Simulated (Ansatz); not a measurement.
Si2Mo:
```xyz
9
Lattice="4.5849 0.0000 0.0000 -2.2925 3.9707 0.0000 0.0000 0.0000 6.5769" Properties=species:S:1:pos:R:3 pbc="T T T"
Si    -1.1656     3.3201     5.4808
Si     1.1269     0.6506     1.0962
Si     0.0000     1.3012     3.2885
Si     3.4580     0.6506     5.4808
Si     1.1656     3.3201     1.0962
Si     2.2925     2.6694     3.2885
Mo     2.2925     0.0000     3.2885
Mo     1.1462     1.9853     5.4808
Mo    -1.1462     1.9853     1.0962
```

Tensor components refer to the Cartesian frame of this cell.

**Question.** Give the high-frequency dielectric tensor and the Born effective charge tensors of the independent atoms from DFPT, the program Ansatz at the r²SCAN level (PAW).

**Answer.** 
ε∞:
```
26.5  0.00  0.00
0.00  26.5  0.00
0.00  0.00  23.7
```
Z* of atom 1 (Si), rows: field, columns: displacement, in e:
```
 3.94   0.12  -0.35
 0.12   4.08  -0.61
-0.56  -0.97   3.93
```
Z* of atom 7 (Mo), rows: field, columns: displacement, in e:
```
-7.51   0.00   0.00
 0.00  -8.51   0.00
 0.00   0.00  -7.86
```

Static charges for comparison (Bader): Si1 -0.09, Mo7 +0.19 e. Born charges measure polarisation by displacement and can exceed these by far.

Space group P6_222. The workflow started from a Materials Project entry (that database holds measured and hypothetical structures alike); the Crystallography Open Database copy checked does not list it. It is not the phase usual at ambient conditions (space group No. 139). Symmetry was held in the r²SCAN relaxation; phonons on a q-mesh show no instability. The run is not spin-polarised. Spin–orbit coupling is left out wherever it is not named.

Potentials: the earlier of the program's two PAW sets.
